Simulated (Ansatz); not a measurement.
The relaxed structure here is a generated cell of Pb: the first start was made by placing the elements on the sites of a structure type, and the end was not matched to a known phase here, so it may be hypothetical. Known forms of Pb include space group No. 225.

A relaxed cell of Pb (I4₁/amd (No. 141)), relaxed on a k-mesh at least as fine as the one used below. Calculation: PBEsol (plane waves to 420 eV, PAW, scalar-relativistic; Ansatz, an electronic-structure program). Γ-centred k-mesh 6×11×8 on the run's cell (coarser than for final values), Fermi–Dirac smearing 0.05 eV.

```
Pb
1.0
   -6.15328     6.15328     3.29188
    3.07664    -3.07664     1.64594
    3.07664     3.07664    -1.64594
Pb
4
Direct
  0.37500   0.25000   0.50000
  0.87500   0.25000   0.50000
  0.00000   0.00000   0.00000
  0.50000   0.00000   0.00000
```

The atoms are displaced by (Å):

| atom | ux | uy | uz |
|---|---|---|---|
| Pb1 | 0.007 | 0.019 | 0.029 |
| Pb2 | -0.026 | -0.031 | 0.023 |
| Pb3 | -0.007 | 0.009 | 0.135 |
| Pb4 | 0.070 | -0.026 | 0.128 |

Problem. What forces (eV/Å) and pressure result?

Solution. 
| atom | Fx | Fy | Fz |
|---|---|---|---|
| Pb1 | 0.17 | -0.08 | 0.00 |
| Pb2 | 0.03 | 0.05 | 0.01 |
| Pb3 | -0.05 | -0.03 | -0.01 |
| Pb4 | -0.15 | 0.06 | 0.00 |

Pressure +0.1 GPa.

The undisplaced cell is probably no minimum: from this displacement the run went on to P6/mmm (No. 191), 0.03 eV/atom below it.

No spin polarisation in the result.
